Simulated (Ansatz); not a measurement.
# Structure optimisation: germanium, hcp

All numbers below come from Ansatz, DFT, r2SCAN, plane waves (500 eV) with PAW, scalar-relativistic. The PAW files were generated under PBE, with cores re-solved for the functional.

k-point mesh 12×12×7, Fermi-Dirac smearing 0.1 eV, no spin polarisation. Cell and atoms relax.

Starting structure:

```xyz
2
Lattice="3.0077 0.0000 0.0000 -1.5038 2.6047 0.0000 0.0000 0.0000 4.9115" Properties=species:S:1:pos:R:3 pbc="T T T"
Ge    0.0000    1.7365    1.2279
Ge    1.5038    0.8682    3.6836
```

Task: What cell does the relaxation end in?

Result: P6_3/mmc with a = 3.035 Å, c = 4.701 Å (c/a = 1.549); 18.75 Å³ per atom against 19.24 at the start (-2.5 %).

Task: How much energy does the relaxation gain?

Result: 10.9 meV per atom.

Path of the relaxation (the plane waves are chosen anew near the end, which can shift the energy a little):

| step | E − E(final) (meV/atom) | V (Å³/atom) | P (GPa) | max force (eV/Å) |
| --- | --- | --- | --- | --- |
| 0 | 10.89 | 19.238 | -1.88 | 0.000 |
| 1 | 2.38 | 18.472 | 0.89 | 0.000 |
| 2 | 0.17 | 18.582 | 0.61 | 0.000 |
| 3 | -0.11 | 18.782 | -0.11 | 0.000 |
| 4 | -0.13 | 18.751 | 0.00 | 0.000 |
| 5 | 0.00 | 18.751 | -0.01 | 0.000 |
